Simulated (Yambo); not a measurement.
Yambo run on YO2H (space group P2_1/m, No. 11). The wavefunctions are LDA (pw.x of Quantum ESPRESSO, ONCV potentials, no spin-orbit coupling) ones on a 4×4×2 mesh (24 occupied bands); a = 4.301 Å, b = 3.633 Å, c = 5.961 Å, α = γ = 90.00°, β = 109.01°.

Yambo input:

```
rim_cut
HF_and_locXC
RandQpts= 1000000
RandGvec= 1 Ry
EXXRLvcs= 84 Ry
VXCRLvcs= 336 Ry
% QPkrange
 1 | 1 | 24 | 25 |
 2 | 2 | 24 | 25 |
 6 | 6 | 24 | 25 |
 13 | 13 | 24 | 25 |
 14 | 14 | 24 | 25 |
 17 | 17 | 24 | 25 |
 18 | 18 | 24 | 25 |
%
```

k points by index: 1 = Γ, 2 = (0, 0, -0.5), 6 = (0, -0.5, -0.5), 13 = (-0.5, 0, 0), 14 = (-0.5, 0, -0.5), 17 = (-0.5, -0.5, 0), 18 = (-0.5, -0.5, -0.5).

Resulting energies as the program prints them:

```
#    K-point    Band    Eo [eV]    Ehf [eV]    Vxc [eV]    Vnlxc [eV]
#
    1    24    -0.063668    -5.225072    -19.61741    -24.77881
    1    25    4.040913    8.893676    -11.05587    -6.203106
    2    24    0.000000    -5.201067    -19.73138    -24.93244
    2    25    5.063524    10.40355    -11.61816    -6.278139
    6    24    -0.571840    -5.964891    -19.04995    -24.44300
    6    25    5.065958    10.40338    -12.59374    -7.256318
    13    24    -0.411080    -5.868559    -19.47355    -24.93102
    13    25    5.093051    10.50212    -13.03042    -7.621350
    14    24    -0.954558    -6.524399    -18.97449    -24.54433
    14    25    5.235725    10.70695    -12.93981    -7.468586
    17    24    -0.619093    -6.004724    -19.00740    -24.39303
    17    25    5.463043    11.03073    -13.45004    -7.882352
    18    24    -0.797690    -6.223061    -18.59787    -24.02324
    18    25    5.506388    11.00251    -13.84207    -8.345946
```
Exchange alone, without screening.

Geometry of the Materials Project entry, not relaxed at this level.

The structure is a Materials Project entry; no match was found in the copy of COD used, and its stability was not checked.
